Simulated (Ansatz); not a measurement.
A distorted cell of Y (hcp, Mg type):

```xyz
2
Lattice="3.5630 0.0000 0.0000 -1.7815 3.0856 0.0000 0.0000 0.0000 5.8441" Properties=species:S:1:pos:R:3 pbc="T T T"
Y      0.0000     2.0571     4.3831
Y      1.7815     1.0285     1.4610
```

Level of theory: r2SCAN (plane waves to 500 eV, PAW, scalar-relativistic; Ansatz, a program for electronic structure). k mesh 15×15×8 (Γ-centred), Fermi-Dirac smearing 0.05 eV. The energy includes the smearing's −TS. Compression counts positive. With partly filled bands, the response to shear is sensitive to the k mesh, so small differences along c/a are uncertain. The PAW data are Ansatz's earlier set. Y is run without spin polarisation. Y was relaxed with its symmetry unable to fall.

What is the stress tensor (GPa)?


```
    3.1      0.0      0.0
    0.0      3.1      0.0
    0.0      0.0     -0.5
```
The pressure, a third of the trace, is 1.9 GPa.

It is the relaxed cell deformed to V/V₀ = 0.960, (c/a)/(c/a)₀ = 1.060, c along z, fractional positions held. What is its energy relative to the relaxed cell?

22 meV/atom.

(A scan under strain: stresses follow from slopes of the energy per volume, elastic moduli from its curvatures.)
